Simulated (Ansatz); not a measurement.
BaTiO3:
Space group P4mm (No. 99); a = b = 3.9263 Å, c = 3.9744 Å, α = β = γ = 90.00°

```
atom  site  symmetry       x       y       z
----  ----  --------  ------  ------  ------
Ti      1b       4mm  0.5000  0.5000  0.4411
Ba      1a       4mm  0.0000  0.0000  0.9287
O       1b       4mm  0.5000  0.5000  0.9075
O       2c      2mm.  0.0000  0.5000  0.4143
```

This is the LDA-relaxed structure.

**Question.** All from plane-wave PAW LDA (Ansatz code), unless another level is named. Predict the electron effective mass.

**Answer.** 0.38, 0.38, 7.1 mₑ (principal values).

**Question.** Predict the band gap.

**Answer.** 1.85 eV (indirect).

**Question.** Give the conduction-band minimum.

**Answer.** at Γ.

Symmetry was held in the LDA relaxation. At this level the phase is dynamically unstable (imaginary phonons). No spin polarisation was allowed. Scalar-relativistic: spin–orbit coupling is off unless named, which matters more the heavier the elements.

Potentials: the later of the program's two PAW sets.
